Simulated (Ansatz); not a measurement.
# Relativistic treatment of GaSb

```xyz
2
Lattice="0.0000 3.1081 3.1081 3.1081 0.0000 3.1081 3.1081 3.1081 0.0000" Properties=species:S:1:pos:R:3 pbc="T T T"
Ga    0.0000    0.0000    0.0000
Sb    1.5540    1.5540    1.5540
```

Atom numbers follow the list: Ga1, Sb2.

Conventional cell: a = 6.216 Å, b = 6.216 Å, c = 6.216 Å, α = 90.00°, β = 90.00°, γ = 90.00°. Around Ga (atom 1) lie 4 Sb at 2.69 Å. Around Sb (atom 2) lie 4 Ga at 2.69 Å.

The structure comes from a relaxation in the same program, started in the zincblende type, and has space group F-43m. Whether it is a known phase or the ground state wasn't checked.

One fixed cell is solved with PBE by frozen-core PAW in Ansatz 0.2.0 under different relativistic treatments. Pressure is positive in compression.

The runs use a Γ-centred 9×9×9 k mesh, Fermi–Dirac smearing of 0.08 eV, cutoff 420 eV, no spin polarisation.

```tsv
setting	P (GPa)	lowest level at Γ above −25 eV, from the valence-band top or, without a gap, the Fermi level (eV)
scalar-relativistic	-0.04	?
with spin–orbit coupling	?	-15.36
```

Question: What belongs in the row "with spin–orbit coupling", column "P (GPa)"?

Answer: 0.02.

Question: What belongs in the row "scalar-relativistic", column "lowest level at Γ above −25 eV, from the valence-band top or, without a gap, the Fermi level (eV)"?

Answer: -15.01.
